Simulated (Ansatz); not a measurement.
Vibrational response of Ga3FeO6

Computed with DFT PBE, scalar-relativistic, plane waves, PAW (Ansatz). Cutoff 420 eV, 6×6×6 k-points (Γ-centred), Gaussian smearing of 0.02 eV. Collinear spin, site moments 0.0, 0.0, 0.0, 3.7, 0.1, 0.1, 0.1, 0.2, 0.2, 0.2 μB. Phonons by linear response, acoustic sum rule imposed.

Relaxed structure:
```yaml
crystal:
  lattice:
    - [2.53813, 1.46539, 4.56371]
    - [-2.53813, 1.46539, 4.56371]
    - [0.00000, -2.93078, 4.56371]
  atoms:
    - { symbol: Ga, position: [0.64717, 0.64717, 0.64717] }
    - { symbol: Ga, position: [0.14269, 0.14269, 0.14269] }
    - { symbol: Ga, position: [0.35524, 0.35524, 0.35524] }
    - { symbol: Fe, position: [0.86007, 0.86007, 0.86007] }
    - { symbol: O, position: [0.74934, 0.05413, 0.44185] }
    - { symbol: O, position: [0.05413, 0.44185, 0.74934] }
    - { symbol: O, position: [0.44185, 0.74934, 0.05413] }
    - { symbol: O, position: [0.25486, 0.94515, 0.54940] }
    - { symbol: O, position: [0.94515, 0.54940, 0.25486] }
    - { symbol: O, position: [0.54940, 0.25486, 0.94515] }
```

It was reached by relaxing an invented guess, and it needn't be the stable form of this composition.

(1) Give the high-frequency dielectric tensor ε∞.

(2) Give the Born effective charges.

(3) How large is the static dielectric tensor with the ions free to move, and what share of it is ionic?

Results:

(1)
```
5.81 0.00 0.00
0.00 5.81 0.00
0.00 0.00 5.35
```

(2)
| atom | Z*xx | Z*yy | Z*zz | mean |
| --- | --- | --- | --- | --- |
| Ga (atom 1) | 3.36 | 3.36 | 3.65 | 3.46 |
| Ga (atom 2) | 3.58 | 3.58 | 2.97 | 3.37 |
| Ga (atom 3) | 3.58 | 3.58 | 3.63 | 3.59 |
| Fe (atom 4) | 3.90 | 3.90 | 3.15 | 3.65 |
| O (atom 5) | -2.17 | -2.44 | -2.27 | -2.29 |
| O (atom 8) | -2.21 | -2.80 | -2.20 | -2.40 |

(3)
```
18.8  0.0  0.0
 0.0 18.8  0.0
 0.0  0.0 24.1
```
The ions give 73 % of its trace.
